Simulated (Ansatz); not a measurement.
Relaxed-ion elastic tensor of YN (rock salt, Fm-3m) in GPa (Voigt order), plane-wave PAW r²SCAN (Ansatz code); density 5.83 g/cm³, 14.67 Å³ per atom.

```csv
,1,2,3,4,5,6
1,336,86.6,86.6,0.0,0.0,0.0
2,86.6,336,86.6,0.0,0.0,0.0
3,86.6,86.6,336,0.0,0.0,0.0
4,0.0,0.0,0.0,132,0.0,0.0
5,0.0,0.0,0.0,0.0,132,0.0
6,0.0,0.0,0.0,0.0,0.0,132
```

Problem. Is the crystal mechanically stable?

Solution. Yes: the smallest eigenvalue of C is 132 GPa.

Problem. Work out the Voigt, Reuss and Hill averages.

Solution. K_V = 170, K_R = 170, K_H = 170; G_V = 129, G_R = 129, G_H = 129 GPa.

Problem. Give Young's modulus, Poisson's ratio, Pugh's ratio and the universal anisotropy index.

Solution. E = 9KG/(3K + G) = 308 GPa; ν = 0.20; K/G = 1.32 (brittle by the Pugh limit of 1.75); A_U = 5G_V/G_R + K_V/K_R − 6 = 0.00.

Problem. Estimate the sound speeds and the Debye temperature.

Solution. v_l = √((K + 4G/3)/ρ) = 7650 m/s, v_t = √(G/ρ) = 4700 m/s, mean 5190 m/s; Θ = (h/k)(3n/4πV)^(1/3) v_m = 631 K.

Problem. Give the Zener ratio and Young's modulus along [100], [110] and [111].

Solution. A = 2C44/(C11 − C12) = 1.06; 1/E = S11 − 2(S11 − S12 − S44/2)Γ with Γ = 0, 1/4, 1/3 gives 300, 310, 314 GPa.

Problem. Solve the Christoffel equation for the three sound speeds along [100], [110], [111].

Solution. Eigenvalues of C_ijkl n_j n_l equal ρv². In km/s, slowest first: [100] 4.75, 4.75, 7.59; [110] 4.62, 4.75, 7.67; [111] 4.67, 4.67, 7.70.

The cell was relaxed with r²SCAN under the symmetry of its start; of distortions, only those at the zone centre were tested. The run is not spin-polarised.

Potentials: the later of the program's two PAW sets.
